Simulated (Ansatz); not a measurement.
BiAs, DFT, PBE, PAW with Ansatz's default frozen-core files, scalar-relativistic (Ansatz 0.2.0), run on 1 thread of Arm Neoverse V2 on a shared host.

The cell was built from the wurtzite type and relaxed in the same program, and has space group P6_3mc; it needn't be a known or the stable phase.

Command: `ansatz run input.yaml --threads 1 --pin off --max-ram 3072MiB --backend cpu --events-out ev --progress --plain --runs-dir out`

```yaml
crystal:
  lattice:
    - [5.0352345427, 0.0, 0.0]
    - [-2.5176172714, 4.360641028, 0.0]
    - [0.0, 0.0, 6.4976952971]
  atoms:
    - { symbol: Bi, position: [0.3333333333, 0.6666666667, -0.0273585753] }
    - { symbol: Bi, position: [0.6666666667, 0.3333333333, 0.4726414247] }
    - { symbol: As, position: [0.3333333333, 0.6666666667, 0.4033585753] }
    - { symbol: As, position: [0.6666666667, 0.3333333333, 0.9033585753] }
kpoints:
  mp_grid: { grid: [10, 10, 6] }
  band_path:
    path:
      - [0.0, 0.0, 0.0]
      - [0.5, 0.0, 0.0]
      - [0.3333333333, 0.3333333333, 0.0]
      - [0.0, 0.0, 0.0]
      - [0.0, 0.0, 0.5]
      - [0.5, 0.0, 0.5]
      - [0.3333333333, 0.3333333333, 0.5]
      - [0.0, 0.0, 0.5]
      - [0.5, 0.0, 0.5]
    npoints: 14
scf:
  occupations: { method: fermi_dirac, width: 0.05 }
hamiltonian:
  xc: pbe
  pseudopotentials: { kind: paw }
output:
  forces: true
  stress: true
  eigenvalues: true
  efg: { contact_densities: true }
  populations: true
  bader: true
  dos: { projected: true, de: 0.2, e_range: [-14, 8] }
  write_density: true
  write_potential: true
  elf: true
  volumetric_format: npy
```

Problem. How large is the problem that the program sets up?

Solution. 56 irreducible k-points, 2823 plane waves at Γ, 36 bands.

Problem. About how long does it take?

Solution. 76 s of wall time for 8 SCF iterations. Times on shared machines scatter by tens of per cent.

Problem. And the same cell and mesh by full-potential LAPW, asked for forces, stress, eigenvalues, populations, dos and the same band path, on the same hardware?

Solution. 4.9 min.

Problem. And the same cell and mesh by crystal-made all-electron datasets, asked for forces, stress, eigenvalues, efg and the same band path, on the same hardware?

Solution. 64 s.
